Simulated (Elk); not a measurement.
An Elk run on TbTl with settings drawn from a wide range, so not all are converged; totals and levels move with the basis, and no second program has checked them. Computed with DFT, LDA (Perdew-Zunger), all-electron APW+lo, Dirac cores, scalar-relativistic bands with second-variational spin-orbit coupling (Elk 11.2.3 with local patches). Elk's input is in atomic units.

Command: `OMP_NUM_THREADS=1 elk`

```
tasks
  0
  110
  115
  15
  33
  43
  53
  73

xctype
  2

rgkmax
  9

gmaxvr
  12

lmaxapw
  12

lmaxo
  6

lmaxi
  3

nrmtscf
  2

nempty
  12

epspot
  1e-07

epsengy
  1e-05

maxscl
  100

swidth
  0.0005

stype
  3

lradstp
  2

mixtype
  1

hmaxvr
  6

reducebf
  0.5

spinpol
  .true.

cmagz
  .true.

tforce
  .true.

autolinengy
  .true.

spinorb
  .true.

sppath
  './'

avec
  7.05768174320 0.00000000000 0.00000000000
  0.00000000000 7.05768174320 0.00000000000
  0.00000000000 0.00000000000 7.05768174320

atoms
  2
  'Tb.in'
  1
  0.000000000000 0.000000000000 0.000000000000   0.000 0.000 -0.500
  'Tl.in'
  1
  0.500000000000 0.500000000000 0.500000000000   0.000 0.000 0.000

ngridk
  7 7 7

plot3d
  0 0 0
  1 0 0
  0 1 0
  0 0 1
  19 19 19
```

Muffin-tin radii in the species files: Tb 2.80, Tl 2.80 bohr.

The cell comes from COD entry 1527558, which wasn't checked; take it as a given geometry. The listed cell was then made from it by scaling, straining or moving an atom.

**Question.** What does the run give?

**Answer.** It refused before any iteration.
```
Error(init0): requested spin-polarised run with spin-unpolarised
 exchange-correlation functional
```
